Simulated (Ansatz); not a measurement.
The slice is one period of a {100} plane through atoms; its size isn't given.

All values below come from PBEsol (plane waves to 420 eV, PAW, scalar-relativistic; Ansatz, an electronic-structure program). Near the nuclei the fields are pseudised (PAW); where an atom keeps semicore shells as valence, they peak there.

```
|@@%*+=---:::::::---=+*%@|
|%%#*+=--:::::::::--=+*#%|
|#**+=---:::::::::---=+**|
|+++==--:::::::::::--==++|
|===---:::::...:::::---==|
|-----:::.........:::----|
|----:::...........:::---|
|--::::....     ....::::-|
|-:::::...       ...:::::|
|::::::..         ..:::::|
|:::::...         ...::::|
|:::::...         ...::::|
|:::::...         ...::::|
|::::::..         ..:::::|
|-:::::...       ...:::::|
|--::::....     ....::::-|
|----:::...........:::---|
|-----:::.........:::----|
|===---:::::...:::::---==|
|+++==--:::::::::::--==++|
|#**+=---:::::::::---=+**|
|%%#*+=--:::::::::--=+*#%|
|@@%*+=---:::::::---=+*%@|
|@@%#+=----:::::----=+#%@|
```
Scale: ten equal steps from -1.74 (start of ' ') to 1.67 (end of '@'), in the order ' .:-=+*#%@'. Values: log₁₀ of the valence density in e/Å³. The map has 24 points along u (one character each, u = 0 at the left) and 24 along v (v = 0 in the bottom row). The scale is logarithmic, as a density can span decades between atoms and voids.

```
|xxxxxxxx1122223355778899999988775533222211xxxxxx|
|xxxxxx00112222334466778899887766443322221100xxxx|
|xxxx001122222233445566777777665544332222221100xx|
|111111222222223333445555665555443333222222221111|
|222222222222222222333344444433332222222222222222|
|222222222222222211112222222222111122222222222222|
|333333333322221111111111111111111111222233333333|
|555544443322111100000000000000000011112233444455|
|777766554433111100000000000000000011113344556677|
|888877665533221100000000000000000011223355667788|
|999988775544221100000000000000000011224455778899|
|999999776644221100000000000000000011224466779999|
|999988775544221100000000000000000011224455778899|
|888877665533221100000000000000000011223355667788|
|777766554433111100000000000000000011113344556677|
|555544443322111100000000000000000011112233444455|
|333333333322221111111111111111111111222233333333|
|222222222222222211112222222222111122222222222222|
|222222222222222222333344444433332222222222222222|
|111111222222223333445555665555443333222222221111|
|xxxx001122222233445566777777665544332222221100xx|
|xxxxxx00112222334466778899887766443322221100xxxx|
|xxxxxxxx1122223355778899999988775533222211xxxxxx|
|xxxxxxxx1122223355778899999988775533222211xxxxxx|
```
Scale: ten equal steps from 0.01 (start of '0') to 0.56 (end of '9'), in the order '0123456789'. Values: electron localisation function (ELF). The map has 24 points along u (two characters each, u = 0 at the left) and 24 along v (v = 0 in the bottom row). Points within 0.5 Å of a nucleus are blanked (x), as the pseudised field means little there.

Which relaxed crystal do these maps come from?
(A) BP (zinc blende)
(B) BAs (zinc blende)
(C) CdSe (zinc blende)
(D) ZnS (zinc blende)

D, ZnS (zinc blende). Atoms on the slice: Zn at (0.00, 0.00)

All were relaxed with their symmetry unable to fall. The PAW data are Ansatz's earlier set.
